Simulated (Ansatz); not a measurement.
Ta₅Si₃ (space group I4/mcm)

```
CELL_PARAMETERS angstrom
     -3.25176     3.25176     5.90702
      3.25176    -3.25176     5.90702
      3.25176     3.25176    -5.90702
ATOMIC_POSITIONS crystal
  Ta 0.01442 0.18504 0.50000
  Ta 0.98558 0.81496 0.50000
  Ta 0.18504 0.68504 0.17062
  Ta 0.81496 0.31496 0.82938
  Ta 0.68504 0.51442 0.50000
  Ta 0.31496 0.48558 0.50000
  Ta 0.51442 0.01442 0.82938
  Ta 0.48558 0.98558 0.17062
  Ta 0.50000 0.50000 0.00000
  Ta 0.00000 0.00000 0.00000
  Si 0.13020 0.63020 0.76040
  Si 0.86980 0.36980 0.23960
  Si 0.63020 0.86980 0.50000
  Si 0.36980 0.13020 0.50000
  Si 0.75000 0.75000 0.00000
  Si 0.25000 0.25000 0.00000
```

The slice is a (001) plane (indices of the conventional cell) through the point (0.870, 0.370, 0.240) (fractional), spanned by u = [101] and v = [011] in vectors of this cell: u (6.50 Å) and v (6.50 Å, at 90° to u). It covers one period; positions are fractions (u, v).

The numbers are results of PBEsol (plane waves to 420 eV, PAW, scalar-relativistic; Ansatz, a quantum-chemistry and plane-wave program), not measurements. k mesh 8×8×8. Inside the PAW spheres the values are not all-electron values, and peaks at nuclei hang on which shells count as valence. Spin-orbit coupling is left out, though Ta is heavy. Ta5Si3 is run without spin polarisation. Ta5Si3 was relaxed with its symmetry unable to fall.

Three fields on this plane, each scaled to ten steps between its own extremes (0 low, 9 high; the total valence density on a logarithmic scale, the potential cut 8 eV below its top; x marks points blanked near nuclei; v = 0 in the bottom row):

Map A
```
|xxxxx4200012345667764335xxxx|
|xxxx532000134566654322245xxx|
|xxxx53211135xxxxx64321124xxx|
|xx764321234xxxxxxx532101245x|
|56655432346xxxxxxx6420001245|
|4689985445xxxxxxxxx420000123|
|6xxxxxx756xxxxxxxxx421001123|
|9xxxxxxx66xxxxxxxxx532222224|
|xxxxxxxx866xxxxxxx6554443336|
|xxxxxxxx9556xxxxx776xxx65447|
|xxxxxxxx954455x6667xxxxxx657|
|xxxxxxxx7333333456xxxxxxxx66|
|8xxxxxxx5221111246xxxxxxxx66|
|58xxxx96421100013xxxxxxxxx65|
|345777654321000135xxxxxxxx54|
|223456665532100135xxxxxxxx43|
|113467xxxx532111346xxxxxx532|
|0135xxxxxxx532123456xxx64311|
|0135xxxxxxxx5322355666543100|
|0135xxxxxxxx5445799865432100|
|123xxxxxxxxx656xxxxxx7421100|
|2346xxxxxxxx669xxxxxxx532222|
|4456xxxxxxx767xxxxxxxx843334|
|xx677xxxxxx657xxxxxxxx95455x|
|xxxx766x555447xxxxxxxx956xxx|
|xxxx6543333335xxxxxxxx867xxx|
|xxxxx4321111248xxxxxxx66xxxx|
|xxxxx42100012358xxxx9645xxxx|
```

Map B
```
|xxxxx5899999863000001564xxxx|
|xxxx169999875310123578861xxx|
|xxxx47999863xxxxx15799984xxx|
|xx025789973xxxxxxx379999741x|
|21012357760xxxxxxx0689999864|
|3000000354xxxxxxxxx489999986|
|0xxxxxx022xxxxxxxxx478999985|
|0xxxxxxx01xxxxxxxxx467889971|
|xxxxxxxx000xxxxxxx0344467750|
|xxxxxxxx0130xxxxx000xxx03530|
|xxxxxxxx026530x0110xxxxxx120|
|xxxxxxxx0478765541xxxxxxxx10|
|0xxxxxxx0699988750xxxxxxxx00|
|00xxxx00479999985xxxxxxxxx13|
|520000025799999860xxxxxxxx36|
|875421012468999973xxxxxxxx58|
|998630xxxx268999850xxxxxx379|
|9985xxxxxxx269997630xxx03689|
|9972xxxxxxxx4776421012467899|
|9860xxxxxxxx2540000002579999|
|885xxxxxxxxx120xxxxxx0379999|
|7750xxxxxxxx000xxxxxxx058998|
|4431xxxxxxx010xxxxxxxx037765|
|xx000xxxxxx320xxxxxxxx02541x|
|xxxx010x025640xxxxxxxx012xxx|
|xxxx0355678850xxxxxxxx000xxx|
|xxxxx4788999720xxxxxxx01xxxx|
|xxxxx47899998500xxxx0032xxxx|
```

Map C
```
|xxxxx7532245664100000158xxxx|
|xxxx985333578986532234689xxx|
|xxxx97544578xxxxx87654568xxx|
|xx876544578xxxxxxx985445689x|
|75311123589xxxxxxx9853235688|
|2000000148xxxxxxxxx742224565|
|0xxxxxx016xxxxxxxxx643234441|
|1xxxxxxx04xxxxxxxxx654455530|
|xxxxxxxx028xxxxxxx8766788620|
|xxxxxxxx0179xxxxx998xxx99720|
|xxxxxxxx016898x7889xxxxxx830|
|xxxxxxxx0157766678xxxxxxxx50|
|0xxxxxxx0245544467xxxxxxxx61|
|00xxxx00145432246xxxxxxxxx84|
|200000135664322468xxxxxxxx96|
|432234688876433579xxxxxxxx86|
|555789xxxx976445789xxxxxx875|
|4579xxxxxxx976545678xxx98754|
|3479xxxxxxxx8642111246887532|
|2468xxxxxxxx8510000001455432|
|346xxxxxxxxx830xxxxxx0134433|
|4567xxxxxxxx610xxxxxxx024555|
|6678xxxxxxx940xxxxxxxx015787|
|xx889xxxxxx830xxxxxxxx01699x|
|xxxx887x899720xxxxxxxx017xxx|
|xxxx8766677520xxxxxxxx038xxx|
|xxxxx6544455300xxxxxxx05xxxx|
|xxxxx64323454200xxxx1027xxxx|
```

Task: Assign the maps to these fields: electron localisation function (ELF); valence electron density; electrostatic potential energy of an electron, from the cell's mean.

Result: A is the valence electron density; B is the electrostatic potential energy of an electron, from the cell's mean; C is the electron localisation function (ELF).
